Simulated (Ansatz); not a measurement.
**MnC₅IO₅, one structure, two calculations**

Cell: an entry of the Crystallography Open Database (COD), ions relaxed with PBE at fixed cell.

```cif
data_MnC5IO5
_symmetry_space_group_name_H-M 'Cmcm'
_symmetry_Int_Tables_number 63
_cell_length_a 7.4783
_cell_length_b 10.8100
_cell_length_c 10.7310
_cell_angle_alpha 90.000
_cell_angle_beta 90.000
_cell_angle_gamma 90.000
loop_
_atom_site_label
_atom_site_type_symbol
_atom_site_symmetry_multiplicity
_atom_site_Wyckoff_symbol
_atom_site_fract_x
_atom_site_fract_y
_atom_site_fract_z
Mn Mn 4 c 0.5000 0.3545 0.7500
C3 C 4 c 0.5000 0.1877 0.7500
C5 C 16 h 0.8228 0.8658 0.6300
I I 4 c 0.5000 0.6051 0.7500
O15 O 4 c 0.5000 0.0811 0.7500
O17 O 16 h 0.7107 0.8745 0.5579
```

One atom of each set is listed; the run and its k-mesh use a cell of 24 atoms with edges of 6.57, 6.57, 10.73 Å.

First run. Method: Kohn–Sham DFT in Ansatz, PBE, plane waves and PAW, scalar-relativistic, collinear spin, 420 eV cutoff, Γ-centred 6×6×3 k-points, Fermi–Dirac smearing 0.05 eV. Start moments as typed (μB): 4 on each Mn, none on the rest.

```csv
site,V_zz (10²¹ V/m²),η
Mn,3.68,0.03
C3,-5.98,0.01
C5,-6.47,0.04
I,81.3,0.01
O15,-0.94,0.28
O17,-2.17,0.44
```

Second run. The same atoms and settings, except that the functional is r2SCAN and the cutoff is 500 eV.

(1) What does the second run give?

## Answers

(1) 

| site | V_zz | η | change of V_zz |
| --- | --- | --- | --- |
| Mn | 3.99 | 0.01 | +0.31 |
| C3 | -6.59 | 0.01 | -0.61 |
| C5 | -7.06 | 0.03 | -0.59 |
| I | 74.1 | 0.02 | -7.27 |
| O15 | -0.88 | 0.41 | +0.06 |
| O17 | -2.14 | 0.43 | +0.03 |

The largest change of V_zz is on I, from 81.3 to 74.1. In per cent, |V_zz| changes by +8 on Mn, +9 to +10 on C, -9 on I, -7 to -1 on O (all sites that start above 0.5).

Without spin–orbit coupling the gradients at and beside I can be off by some per cent, at some sites by more. The database entry as given showed forces above 3 eV/Å or a pressure above 30 GPa, though relaxing it moves no atom far. The start moments die out, and the run ends without spin.
For the second run: The largest force is 1.0 eV/Å, so the atoms aren't at the calculated equilibrium and relaxing them would move these values. The program didn't check the stability of this electronic state in full, so a lower one may lie near. With these PAW files V_zz is typically within 2 to 3 % of all-electron values, but misses above 10 % occur on I.
